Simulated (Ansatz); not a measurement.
Sb, one cell by several methods

```xyz
2
Lattice="3.4133 0.0000 0.0000 -1.7067 2.9560 0.0000 0.0000 0.0000 5.4001" Properties=species:S:1:pos:R:3 pbc="T T T"
Sb    0.0000    1.9707    1.3500
Sb    1.7067    0.9853    4.0501
```

Atoms are numbered in the order listed.

The cell is COD entry 1539203, as deposited and not checked against the literature; nothing was relaxed. The listed cell was then made from it by scaling, straining or moving an atom.

No spin–orbit coupling, which matters for the heavy atoms here.

Levels of theory: DFT, PBEsol, PAW with Ansatz's default frozen-core files, scalar-relativistic (Ansatz 0.2.0); DFT, PBEsol, all-electron LAPW, scalar-relativistic (Ansatz 0.2.0).

For PAW: a Γ-centred 12×12×7 k mesh, Fermi–Dirac smearing of 0.05 eV, cutoff 420 eV, no spin polarisation; the PAW files were made with PBE, and the program remakes their frozen cores for this functional. LAPW targets a basis error of 0.5 meV/atom. The Ansatz runs share mesh, smearing and spin set-up. Plane-wave (PAW) pressures include the program's estimate of the Pulay term.

Stress and pressure are positive in compression.

The change that made this cell: volume scaled by 1.04.

PAW results:

```csv
quantity,PAW
pressure (GPa),-2.62
stress xx (GPa),-2.23
stress zz (GPa),-3.39
```

(1) What does LAPW (all electrons) give for the same quantities?

## Answers

(1) 
```json
{"quantity": "pressure (GPa)", "LAPW": "-2.61"}
{"quantity": "stress xx (GPa)", "LAPW": "-2.22"}
{"quantity": "stress zz (GPa)", "LAPW": "-3.38"}
```
